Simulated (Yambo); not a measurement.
Yambo run on HgO (space group P3_221, No. 154). The wavefunctions are PBEsol (pw.x of Quantum ESPRESSO, ONCV potentials, no spin-orbit coupling) ones on a 3×3×1 mesh (39 occupied bands); a = b = 3.654 Å, c = 8.835 Å, α = β = 90.00°, γ = 120.00°.

Yambo input:

```
rim_cut
HF_and_locXC
RandQpts= 1000000
RandGvec= 1 Ry
EXXRLvcs= 84 Ry
VXCRLvcs= 336 Ry
% QPkrange
 1 | 1 | 39 | 40 |
 3 | 3 | 39 | 40 |
%
```

k points by index: 1 = Γ, 3 = K.

Resulting energies as the program prints them:

```
#    K-point    Band    Eo [eV]    Ehf [eV]    Vxc [eV]    Vnlxc [eV]
#
    1    39    0.000000    -5.136637    -20.53781    -25.67445
    1    40    1.486129    3.835557    -20.62574    -18.27631
    3    39    -0.433628    -5.245044    -20.21996    -25.03138
    3    40    4.357958    9.628105    -17.22297    -11.95283
```
Exchange alone, without screening.

Geometry relaxed with PBE+D3(BJ).

The structure is a Materials Project entry; no match was found in the copy of COD used, and its stability was not checked.
